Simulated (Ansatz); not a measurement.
input.yaml (Ansatz)

```yaml
crystal:
  lattice:
    - [-1.7617888007, 1.7617888007, 1.7617888007]
    - [1.7617888007, -1.7617888007, 1.7617888007]
    - [1.7617888007, 1.7617888007, -1.7617888007]
  atoms:
    - { symbol: Se, position: [0.0, 0.0, 0.0] }
hamiltonian:
  xc: r2scan
  pseudopotentials:
    kind: paw
    azcp:
      Se: "pseudopotentials/Se.paw.azcp"
basis:
  ecutwfc: 500
  fft_grid_basis: typed
kpoints:
  mp_grid: { grid: [15, 15, 15], shift: [0, 0, 0] }
magnetization:
  spin_polarized: false
scf:
  occupations: { method: fermi_dirac, width: 0.1 }
  lower_state_search: "off"
output:
  stress: true
  write_density: true
  write_potential: true
  elf: true
  volumetric_format: npy
```

Terminal output

```
Engine: ansatz 0.2.0, x86_64-unknown-linux-gnu
Pseudopotentials: kind: paw
Pseudopotential: Se, paw, valence charge 16, recommended cutoff 500 eV (meta_gga) 
Functional definition: r2SCAN
  parameter k0 = 0.174
  parameter k1 = 0.065
  parameter a1 = 4.9479
  exchange = r2scan_x(k0 = k0, k1 = k1, a1 = a1)
  correlation = r2scan_c
Crystal: 1 atoms, lattice volume = 21.874 Å³
Basis set: ecut = 500 eV, 555 PW (Γ), exchange–correlation on 96×96×96 points (64 copies of the dense FFT grid, shifted against one another)
Bands: 12, of which v1, the nominal top of the filled ones, is band 8 counted from 1 (7 counted from 0)
Symmetry: 48 space group operations
Space group: Im-3m (ITA 229), of the structure as read, at distance tolerance 2.8e-5 Å
k-points: 120 of 3375
Non-local potential: Se, projectors of the file, l = 0: 2, l = 1: 2, l = 2: 3, l = 3: 1
PAW form: soft (Blöchl's): semilocal exchange-correlation on the pseudo side does not see the compensation charge
PAW frozen core: Se, regenerated for the run's functional (the file was generated under x = pbe(κ = 0.804, μ = 0.2195149727645171), c = pbe(β = 0.06672455060314922))
PAW one-centre angular grid: Se, 590 points (default); XC on 160 Gauss nodes
Initial density: superposition of atomic densities (neutral atoms: chi_scale 0, normalization atom), corrected by the library's trained network
Initial wavefunctions: pseudopotential atomic-orbital guess
Functional: x = r2scan, c = r2scan; τ floored in thin density (d = 2e-4 eV/Å³)
SCF iter   1: F=-5477.388759 eV  HF=-5477.382709 eV  |F-HF|=6.05e-3  |Δ(HF+E_count)|=         —  Δρ=2.65e-3  dr2=1.23e-3  dr2_τ=9.16e-4  ethr=1.77e-3  ⟨swp⟩=5.1  Hψ=8921  notcnv=0
SCF iter   2: F=-5477.389696 eV  HF=-5477.389192 eV  |F-HF|=5.03e-4  |Δ(HF+E_count)|=   6.48e-3  Δρ=2.00e-3  dr2=6.60e-4  dr2_τ=1.47e-5  ethr=7.69e-6  ⟨swp⟩=2.0  Hψ=4320  notcnv=0
SCF iter   3: F=-5477.389766 eV  HF=-5477.389663 eV  |F-HF|=1.03e-4  |Δ(HF+E_count)|=   4.71e-4  Δρ=9.79e-4  dr2=1.76e-4  dr2_τ=3.60e-6  ethr=4.13e-6  ⟨swp⟩=1.8  Hψ=2243  notcnv=0
SCF iter   4: F=-5477.389782 eV  HF=-5477.389781 eV  |F-HF|=1.59e-6  |Δ(HF+E_count)|=   1.18e-4  Δρ=1.20e-4  dr2=2.66e-6  dr2_τ=5.75e-8  ethr=1.10e-6  ⟨swp⟩=2.0  Hψ=2283  notcnv=0
SCF iter   5: F=-5477.389783 eV  HF=-5477.389783 eV  |F-HF|=6.97e-9  |Δ(HF+E_count)|=   1.73e-6  Δρ=2.23e-5  dr2=6.23e-8  dr2_τ=7.57e-10  ethr=1.66e-8  ⟨swp⟩=2.1  Hψ=1874  notcnv=0
SCF iter   6: F=-5477.389783 eV  HF=-5477.389783 eV  |F-HF|=1.77e-9  |Δ(HF+E_count)|=   1.74e-8  Δρ=3.07e-6  dr2=1.10e-9  dr2_τ=5.43e-11  ethr=3.90e-10  ⟨swp⟩=4.1  Hψ=7398  notcnv=0
SCF 1 converged in 6 iterations: F = -5477.389783 eV  dr2 = 1.10e-9
SCF converged after 6 iterations
Free energy (F): -5477.389783 eV
Harris-Foulkes:  -5477.389783 eV  (|F-HF|=1.77e-9)
Internal energy: -5477.359837 eV  (E = F + TS)
E sigma→0 (E₀):  -5477.374810 eV
Entropy (-TS):   -0.029946 eV (-29.946 meV/atom)
Fermi energy:    9.630363 eV
--- Per-component energies (eV) ---
  E_band       = -375.355521
  E_kinetic    = 115.707982
  E_local      = -2139.037062  (includes V_loc(G=0)·N_el)
  E_nonlocal   = -593.600999
  E_hartree    = 1067.748903
  E_xc         = -96.623191
  E_vxc        = -103.691742  (∫ρ·V_xc dr)
  E_paw        = -1926.137239  (= ΣΔE_a)
  E_vpaw       = 204.539133  (= ΣTr[D̂ρ^β])
  E_aug_tail   = -0.000211  (compensation charges beyond the density's cutoff)
  E_vtau       = 5.231048  (kinetic-family band-sum trace: ∫τ·v_τ [+ j·A + Jᵃ·Aᵃ] dr)
  E_ewald      = -1903.653249
  E_core_change = -1.764770  (= ΣΔE_core)
  E_smearing   = -0.029946  (= −TS)
  E_closure    = -0.000000  (closes the sum)
  Σ components = -5477.389783   (vs F -5477.389783, Δ=0.00e0)
--- Stress (GPa, compression-positive) ---
       -4.521729      -0.000000       0.000000
        0.000000      -4.521729       0.000000
       -0.000000       0.000000      -4.521729
  P = ⅓ Tr σ = -4.5217 GPa (-45.217 kbar)
--- Band table (eV; the first three rows and the last of 120) ---
  k-point 0: bands = ["-39.5305", "-39.5305", "-39.5305", "-39.5233", "-39.5233", "-6.4566", "12.3919", "12.3919", "12.3919", "21.1725", "22.5476", "22.5476"]
  k-point 1: bands = ["-39.5306", "-39.5302", "-39.5299", "-39.5234", "-39.5234", "-6.3675", "11.8488", "12.2118", "12.3642", "21.4854", "22.1875", "22.5030"]
  k-point 2: bands = ["-39.5308", "-39.5296", "-39.5281", "-39.5237", "-39.5235", "-6.1035", "10.5216", "11.7520", "12.2847", "21.0214", "21.4073", "23.2847"]
  k-point 119: bands = ["-39.5303", "-39.5302", "-39.5177", "-39.5177", "-39.5177", "-1.2184", "6.4732", "6.5759", "6.5759", "14.7815", "15.0004", "31.5858"]
```

Launched by

```sh
ansatz run input.yaml --threads 1 --pin off --max-ram 3584MiB --backend cpu --events-out ev --progress --plain --runs-dir out
```

On 1 thread of Intel(R) Xeon(R) Platinum 8259CL CPU @ 2.50GHz (Skylake/Cascade Lake) (shared host) this took about 11 s of wall time and 8.7 s of CPU time.
